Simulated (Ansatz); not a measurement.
TaSeS:
Space group P3m1 (No. 156); a = b = 3.3480 Å, c = 5.9081 Å, α = β = 90.00°, γ = 120.00°

```
atom  site  symmetry       x       y       z
----  ----  --------  ------  ------  ------
Ta      1a       3m.  0.0000  0.0000  0.0108
Se      1c       3m.  0.6667  0.3333  0.7249
S       1b       3m.  0.3333  0.6667  0.2643
```

Relaxed at zero pressure with DFT-LDA in the program Ansatz with PAW potentials.

The volume is raised by 9 % and shape and atoms relax at that volume. What pressure results, and how do the axes share the change?

-2.2 GPa; a 1.0 %, b 1.0 %, c 6.9 %; the energy rises by 15 meV/atom.

Give the new structure.


Space group P3m1 (No. 156); a = b = 3.380 Å, c = 6.319 Å, α = β = 90.00°, γ = 120.00°

```csv
atom,site,symmetry,x,y,z
Ta,1a,3m.,0.0000,0.0000,0.0104
Se,1c,3m.,0.6667,0.3333,0.7441
S,1b,3m.,0.3333,0.6667,0.2455
```

The phase is kept; no other phase was compared at this pressure.

The first step of the workflow began from a Materials Project structure, measured or hypothetical; the Crystallography Open Database copy checked does not list it. With Se and S taken as one species the cell has the higher symmetry P-3m1, so it may be an ordered model of a mixed-site phase. Its standing as an ambient phase is unchecked. The cell was relaxed with LDA under the symmetry of its start. At this level the phase is dynamically unstable (imaginary phonons). No spin polarisation was allowed. A crystal of weakly bound layers computed without a dispersion correction: the cell and the soft elastic constants depend strongly on that. Scalar-relativistic: spin–orbit coupling is off unless named, which matters more the heavier the elements.

Potentials: the later of the program's two PAW sets.
